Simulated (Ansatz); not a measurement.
Given:

La5Ge3:
Space group P6₃/mcm (No. 193); a = b = 9.010 Å, c = 6.989 Å, α = β = 90.00°, γ = 120.00°

```
atom  site  symmetry       x       y       z
----  ----  --------  ------  ------  ------
La      4d       3.2  0.3333  0.6667  0.0000
La      6g       m2m  0.2458  0.2458  0.2500
Ge      6g       m2m  0.6072  0.6072  0.2500
```

This is the r²SCAN-relaxed structure.

All from r²SCAN (plane waves, PAW; program Ansatz), unless another level is named. Predict the electronic character.

metallic (no gap).

Next, the density of states at the Fermi level?

1.1 states/eV per atom (mean over ±0.08 eV).

What about the formation energy from the elements (no fitted shifts)?

-0.81 eV/atom.

Space group P6_3/mcm. The workflow started from a Materials Project entry (that database holds measured and hypothetical structures alike); the Crystallography Open Database copy checked does not list it. Whether it is the stable phase at ambient conditions was not checked. The r²SCAN relaxation kept the symmetry of its start; whether a distortion lowers the energy is not shown. The references are the lowest solids computed at this level, not always the standard phases. Scalar-relativistic: spin–orbit coupling is off unless named, which matters more the heavier the elements.

Potentials: the later of the program's two PAW sets.
